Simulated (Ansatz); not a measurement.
# TiN

```yaml
crystal:
  lattice:
    - [0.00000, 2.12200, 2.12200]
    - [2.12200, 0.00000, 2.12200]
    - [2.12200, 2.12200, 0.00000]
  atoms:
    - { symbol: Ti, position: [0.00000, 0.00000, 0.00000] }
    - { symbol: N, position: [0.50000, 0.50000, 0.50000] }
```

Atoms are numbered in the order listed.

The conventional cell has a = 4.244 Å, b = 4.244 Å, c = 4.244 Å, α = 90.00°, β = 90.00°, γ = 90.00°. Around Ti (atom 1) lie 6 N at 2.12 Å. N (atom 2) is surrounded by 6 Ti at 2.12 Å.

The geometry is COD entry 1011099, unchecked; take it as a test cell. It is an old determination, and later ones may differ.

Spin polarisation is left out, and whether a magnetic state lies lower isn't shown here.

All numbers are computed: DFT, PBEsol, all-electron LAPW, scalar-relativistic (Ansatz 0.2.0); DFT, PBEsol, PAW with Ansatz's default frozen-core files, scalar-relativistic (Ansatz 0.2.0).

For LAPW: a Γ-centred 17×17×17 k mesh, Fermi–Dirac smearing of 0.05 eV, basis error target 0.5 meV/atom, no spin polarisation. PAW takes a cutoff of 420 eV at this cell (files made with PBE, cores remade for this functional). The Ansatz runs share mesh, smearing and spin set-up. Values come from LAPW unless marked.

```json
{
  "Pressure at this cell": "-8.05 GPa",
  "Band gap": "none: with an odd electron count and no spin polarisation the bands can't all be full, a metal in this set-up (spin order or a larger cell could open a gap)",
  "Density of states at the Fermi level (0.2 eV bin)": "0.83 states/eV per cell",
  "Löwdin charges (with 0.06 e of the cell spilling out of the atomic basis, so their sizes and signs hang on that basis)": "Ti1 0.87, N2 -0.80 e",
  "Bader charges (from the PAW run)": "Ti1 +1.73, N2 -1.73 e",
  "Volume per atom": "9.56 Å³"
}
```
